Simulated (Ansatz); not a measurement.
Cu$_{3}$Au (Cu3Au type, Pm-3m) at seven volumes, PBE (plane waves, PAW; program Ansatz), scaled uniformly. One row is withheld.

```csv
V (Å³/atom),P (GPa)
12.290,?
12.695,10.33
13.100,4.67
13.506,0.00
13.911,-3.86
14.316,-7.05
14.721,-9.68
```

Fit the shown pressures and predict the withheld one.

Third-order Birch–Murnaghan: P = (3/2)B₀(x^(7/2) − x^(5/2))[1 + (3/4)(B′ − 4)(x − 1)] with x = (V₀/V)^(2/3). Least squares on the six rows gives V₀ = 13.506 Å³/atom, B₀ = 141.4 GPa, B′ = 5.34. At V = 12.290, x = 1.0649 and P = 17.17 GPa. The run itself gave 17.15 GPa.

The PBE relaxation kept the symmetry of its start. No spin polarisation was allowed. Scalar-relativistic: spin–orbit coupling is off unless named, which matters more the heavier the elements.

Potentials: the earlier of the program's two PAW sets.
